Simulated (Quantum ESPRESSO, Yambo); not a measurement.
Li2PtH6 (space group Fm-3m, No. 225): one geometry, one set of PBEsol (pw.x of Quantum ESPRESSO, ONCV potentials, scalar-relativistic) orbitals, self-energies from Yambo (4×4×4 Γ-centred k mesh, bands 7 to 135 and a 8 Ry block in the screening, 135 bands in G with the Bruneval-Gonze terminator, plasmon pole fitted at 27.2 eV).

```json
[
 {"level": "PBEsol (Quantum ESPRESSO)", "gap (0, 0.25, -0.25) → X (eV)": "2.86", "direct gap at X (eV)": "4.41"},
 {"level": "exchange only (Hartree-Fock self-energy on PBEsol orbitals)", "gap (0, 0.25, -0.25) → X (eV)": "9.58", "direct gap at X (eV)": "11.67"},
 {"level": "static COHSEX@PBEsol", "gap (0, 0.25, -0.25) → X (eV)": "…", "direct gap at X (eV)": "…"},
 {"level": "G0W0@PBEsol, plasmon pole", "gap (0, 0.25, -0.25) → X (eV)": "…", "direct gap at X (eV)": "…"}
]
```

### Question
Complete the blanks.

### Answer

- static COHSEX@PBEsol, gap (0, 0.25, -0.25) → X (eV): 5.49
- static COHSEX@PBEsol, direct gap at X (eV): 7.21
- G0W0@PBEsol, plasmon pole, gap (0, 0.25, -0.25) → X (eV): 4.79
- G0W0@PBEsol, plasmon pole, direct gap at X (eV): 6.47

Bare exchange has no screening and gives the widest gap; static COHSEX screens it but leaves out the frequency dependence, which G0W0 restores. The mesh misses a band edge: along a dense path the PBEsol gap is 2.69 eV against 2.86 eV on the mesh.

Nearest settings tried, and what they do to the gap: 1 Ry block (27 vectors against 229): -263 meV. Not varied: bands in G, bands in W, mesh. So the settings aren't converged at that level.

Spin-orbit coupling is not included.

Geometry of the Materials Project entry, not relaxed at this level; primitive cell a = b = c = 4.7022 Å, α = β = γ = 60.00°.

The structure is a Materials Project entry; no match was found in the copy of COD used, and its stability was not checked.
